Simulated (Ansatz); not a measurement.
# Rocksalt alloy of LiCl and LiBr (20 of 32 Cl sites exchanged), 64 atoms

Ansatz, PAW, plane waves. PBEsol relaxation of volume and atoms (shape held) at the single k point (¼, ¼, ¼) without its symmetry partners; single points on the relaxed atoms at the Γ point alone, onto which points of the small cell's zone fold. Arrangement: quasirandom. No spin–orbit coupling unless named.

Relaxed structure:

```
Br Cl Li
1.0
    10.58162    0.00000    0.00000
     0.00000   10.58162    0.00000
     0.00000    0.00000   10.58162
Br Cl Li
20 12 32
Cartesian
  2.6822 0.0092 0.0069
  2.6449 5.2848 5.2693
  7.9063 0.0017 0.0158
  7.9089 10.5701 5.2806
  10.5800 2.6775 0.0165
  10.5774 2.6555 5.2813
  10.5691 7.9007 0.0261
  5.3007 7.9213 0.0254
  5.2998 7.9430 5.2684
  0.0009 10.5544 2.6684
  0.0101 10.5680 7.9172
  10.5651 5.2963 7.9371
  5.2954 5.2689 7.9494
  2.6774 2.6529 2.6512
  2.6747 2.6355 7.9398
  2.6503 7.9220 2.6584
  2.6463 7.9426 7.9283
  7.9041 2.6744 2.6481
  7.8995 2.6559 7.9383
  7.9306 7.9237 7.9250
  2.6809 0.0003 5.2888
  2.6694 5.2722 0.0364
  7.9123 5.2925 0.0465
  7.9251 5.3023 5.2425
  10.5627 7.9142 5.2618
  5.2930 2.6609 0.0263
  5.2902 2.6340 5.2728
  10.5445 5.3135 2.6488
  5.2941 0.0144 2.6621
  5.2807 0.0259 7.9224
  5.3167 5.2746 2.6364
  7.9269 7.8894 2.6592
  0.0203 0.0012 0.0220
  0.0536 10.5215 5.2790
  10.5272 5.2883 0.1014
  10.5109 5.3424 5.1909
  5.2867 0.0972 0.0460
  5.2333 0.0755 5.2594
  5.2946 5.2079 0.0918
  5.3450 5.2149 5.1928
  2.7423 2.7243 0.0109
  2.7271 2.6002 5.2923
  2.6475 7.8404 0.0202
  2.5930 7.9694 5.2807
  7.8385 2.7582 0.0191
  7.8537 2.7278 5.2784
  7.9319 7.8352 0.0798
  7.9900 7.8465 5.2132
  2.7484 10.5641 2.7144
  2.7465 10.5810 7.8766
  2.6754 5.3009 2.5837
  2.6561 5.2910 8.0101
  7.8450 10.4944 2.6593
  7.8346 10.5690 7.9273
  7.8959 5.3513 2.6381
  7.9138 5.3038 7.9683
  10.5631 2.7238 2.6617
  10.5711 2.6421 7.9246
  10.5036 7.8543 2.7201
  10.5613 7.9297 7.8460
  5.3012 2.6538 2.6547
  5.2877 2.5691 7.9336
  5.3675 7.9382 2.6563
  5.3001 8.0202 7.9218
```

Question: What are the mean bond lengths by pair (pairs within 1.2 times the sum of covalent radii, less contacts 15 % beyond the pair's median; cation–cation pairs of compounds aside; long ionic contacts are cut short by that bound)?

Answer: Br–Li 2.678 ± 0.045 Å (standard deviation, 120 bonds); Cl–Li 2.594 ± 0.048 Å (standard deviation, 72 bonds).

Question: What gap lies between the top filled and the lowest empty level in the single points?

Answer: HSE06 6.61 eV (120 s on 7 threads of Neoverse-V2).
